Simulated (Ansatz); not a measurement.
A geometry of MgAu away from equilibrium: the start of the relaxation of a randomly generated symmetric cell of MgAu (space group No. 194). Method: PBE (plane waves to 420 eV, PAW, scalar-relativistic; Ansatz, a first-principles code). Γ-centred k-mesh 12×12×2 on the run's cell (coarser than for final values), Fermi–Dirac smearing 0.05 eV.

```xyz
8
Lattice="3.0444 0.0000 0.0000 -1.5222 2.6365 0.0000 0.0000 0.0000 20.8101" Properties=species:S:1:pos:R:3 pbc="T T T"
Au     0.0000     0.0000     0.0000
Au     0.0000     0.0000    10.4050
Au     1.5222     0.8788     5.2025
Au     0.0000     1.7577    15.6075
Mg     0.0000     0.0000    18.1043
Mg     0.0000     0.0000    13.1108
Mg     0.0000     0.0000     2.7057
Mg     0.0000     0.0000     7.6993
```

Give the Cartesian forces on all atoms (eV/Å).


```csv
atom,Fx,Fy,Fz
Au1,0.00,0.00,0.00
Au2,0.00,0.00,0.00
Au3,0.00,0.00,0.00
Au4,0.00,0.00,0.00
Mg5,0.00,0.00,-0.56
Mg6,0.00,0.00,0.56
Mg7,0.00,0.00,0.56
Mg8,0.00,0.00,-0.56
```

What is the pressure?

-3.7 GPa, compression positive.

No spin polarisation in the result.

The run could not lose the symmetry of its start, so the end can be a saddle point.

The end of the path is a generated cell of MgAu: the first start was made by a random draw of sites in a space group, and the end was not matched to a known phase here, so it may be hypothetical.
